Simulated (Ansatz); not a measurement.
## Bond compression in I (diamond type)

```yaml
crystal:
  lattice:
    - [0.00000, 3.48977, 3.48977]
    - [3.48977, 0.00000, 3.48977]
    - [3.48977, 3.48977, 0.00000]
  atoms:
    - { symbol: I, position: [0.87500, 0.87500, 0.87500] }
    - { symbol: I, position: [0.12500, 0.12500, 0.12500] }
```

The cell is a prototype at a set volume, not relaxed; it needn't be the stable phase.

Its shortest bond, of 3.022 Å between atom 1 (I) and the nearest image of atom 2 (I), is scaled by moving both atoms along it, with the cell held. The force apart is half the difference of the two atoms' forces along the bond; it holds the pull and push of their other neighbours too.

All numbers are LDA results (scalar-relativistic) from Ansatz 0.2.0, with a Γ-centred 8×8×8 k mesh, Fermi–Dirac smearing of 0.05 eV, no spin polarisation. Methods: LAPW: all electrons, basis error target 1 meV/atom; PAW: frozen-core files, cutoff 420 eV; crystal datasets: all electrons, by PAW datasets that the program makes for each cell; PAW (partial waves polarizable): frozen-core files, cutoff 420 eV.

Energies are extrapolated to zero smearing and count from the unscaled cell; pressure is positive in compression; gaps take the mesh and a band path. No temperature or zero-point motion is included.

Spin–orbit coupling is left out, which matters for the heavy atoms. The PAW files were made under PBE.

```csv
bond (Å),force apart (eV/Å),P LAPW (GPa),ΔE LAPW (eV/atom),P PAW − LAPW (GPa),ΔE PAW − LAPW (meV/atom),force PAW − LAPW (eV/Å)
3.022,0.00,6.47,0.000,-0.01,0.0,0.000
2.478,2.03,11.91,0.013,-0.01,3.9,0.016
2.297,?,18.43,0.424,0.01,4.9,0.011
1.753,76.82,87.5,9.232,-1.29,-22.4,-1.182
```

(1) Fill in "force apart (eV/Å)" for the row "2.297".

(2) At the last bond length, how far do crystal datasets and PAW (partial waves polarizable) lie from LAPW in pressure and in the largest force component?

Answers

(1) 7.78.

(2) crystal datasets: 0.00 GPa, 0.001 eV/Å; PAW (partial waves polarizable): -1.44 GPa, 0.763 eV/Å, on a LAPW pressure of 87.5 GPa.
